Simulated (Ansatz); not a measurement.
InSe:
```xyz
4
Lattice="5.8491 2.0518 0.0000 -5.8491 2.0518 0.0000 -1.6644 0.0000 4.5401" Properties=species:S:1:pos:R:3 pbc="T T T"
In    -6.1290     2.0518     4.3536
In     4.4646     2.0518     0.1865
Se    -2.4330     2.0518     1.5606
Se     0.7685     2.0518     2.9795
```

Relaxed with r²SCAN+D4. Special points in fractions of this cell's reciprocal vectors: Γ (0.000, 0.000, 0.000); C (0.285, 0.285, 0.000); C2 (-0.285, 0.715, 0.000); Y2 (-0.500, 0.500, 0.000); M2 (-0.500, 0.500, 0.500); D (-0.256, 0.744, 0.500); D2 (0.256, 0.256, 0.500); A (0.000, 0.000, 0.500); L2 (0.000, 0.500, 0.500); V2 (0.000, 0.500, 0.000).

Problem. List the band energies nearest the valence-band maximum at these points for r²SCAN+D4 with spin–orbit coupling (plane waves, PAW; program Ansatz).

Solution. In eV from the valence-band maximum; about four levels below and three above (degenerate sets whole), none deeper than 8.9 eV; points with the same levels are listed once.

| k | below | above |
|---|---|---|
| Γ | -1.67 -1.67 -1.29 -1.29 | 3.04 3.04 3.47 3.47 |
| C | -1.37 -1.37 -1.25 -1.25 | 2.69 2.69 2.79 2.79 |
| Y2 | -0.81 -0.81 -0.17 -0.17 | 1.68 1.68 3.01 3.01 |
| M2 | -0.91 -0.91 -0.50 -0.50 | 2.49 2.49 3.46 3.46 |
| D | -2.11 -2.11 -1.10 -1.10 | 1.76 1.76 3.64 3.64 |
| A | -1.21 -1.21 -0.32 -0.32 | 1.39 1.39 2.50 2.50 |
| L2 | -2.36 -2.36 -1.55 -1.55 | 2.65 2.65 3.59 3.59 |
| V2 | -1.53 -1.53 -1.32 -1.32 | 1.97 1.97 2.78 2.78 |

Space group C2/m. The first step of the workflow began from a Materials Project structure, measured or hypothetical; the Crystallography Open Database copy checked does not list it. It is not the phase usual at ambient conditions (space group No. 194). The r²SCAN+D4 relaxation kept the symmetry of its start; its stability against distortions is not shown here.

Potentials: the later of the program's two PAW sets.
